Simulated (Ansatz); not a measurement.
## Mg: do energies and stresses tell the same story?

Method: DFT r2SCAN, scalar-relativistic, plane waves, PAW in Ansatz.

Settings: cutoff 500 eV, Γ-centred mesh 18×18×8 on the computed 2-atom cell, Gaussian smearing of 0.10 eV; no spin polarisation.

Relaxed cell: P6_3/mmc, a = 3.190 Å, b = 3.190 Å, c = 5.117 Å, α = 90.00°, β = 90.00°, γ = 120.00°, 2 atoms in the primitive cell.

Energies at zero smearing and pressures from the stress tensor, at volumes with shape and atoms relaxed:
```tsv
V (Å³/atom)	E − E(first) (meV/atom)	P (GPa)
21.189	0.00	2.81
21.865	-8.56	1.32
22.541	-11.26	0.03
23.218	-8.91	-1.08
23.894	-2.19	-2.04
```

Question: Check P = −dE/dV between neighbouring volumes, and get the bulk modulus from the pressures alone.

Answer: With 1 eV/Å³ = 160.2 GPa:
| middle V (Å³/atom) | −ΔE/ΔV (GPa) | mean P (GPa) |
| --- | --- | --- |
| 21.527 | 2.028 | 2.062 |
| 22.203 | 0.641 | 0.674 |
| 22.879 | -0.558 | -0.526 |
| 23.556 | -1.593 | -1.563 |

The two differ by 0.03 GPa at most. The mean of two end pressures misses the average over a step by about ΔV² P″/12, up to 0.02 GPa here; with that taken off 0.02 GPa remains. Around V = 22.541 Å³/atom, the two neighbours give B = −V ΔP/ΔV = 22.541 × 2.40 / 1.352 = 40.0 GPa, against B0 = 39.8 GPa from the Birch–Murnaghan fit of the energies.

Cost: 6 runs of about 3 core-minutes in all, on Arm Neoverse V2 (shared hosts).